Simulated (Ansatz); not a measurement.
Kick test of a cell of CsAg2

The structure comes from a generated guess, relaxed at this level; another structure or a mixture of phases may lie lower.

Computed with DFT PBE, scalar-relativistic, plane waves, PAW (Ansatz 0.2.0). Cutoff 420 eV; k points 12×12×8 on the computed 3-atom cell (Γ-centred); Gaussian smearing, width 0.10 eV; no spin polarisation.

The cell below (3 atoms, space group P6/mmm (No. 191)) is relaxed within its symmetry.

```
Cs Ag
1.0
     4.85023    0.00000    0.00000
    -2.42512    4.20042    0.00000
     0.00000    0.00000    5.46185
Cs Ag
1 2
Direct
  0.00000 0.00000 0.50000
  0.33333 0.66667 0.00001
  0.66667 0.33333 0.99999
```

For the test a repeat of it with 6 atoms (edges 4.85, 4.85, 10.92 Å) was strained at random (σ = 1.5 % a component), the atoms were moved at random (σ = 0.05 Å), and all was relaxed again on a coarse 6×6×2 mesh (in the run’s order of axes) with 0.20 eV smearing, with no symmetry imposed.

Q: Does it come back?

A: It returns, within 1 meV/atom of the unmoved cell on that mesh and with the same symmetry when read at 0.1 Å (P1 at 0.01 Å, so small strains and shifts remain). So it is stable against the distortions that fit this cell and that this random move excites. Modes that don't fit the cell aren't tested.
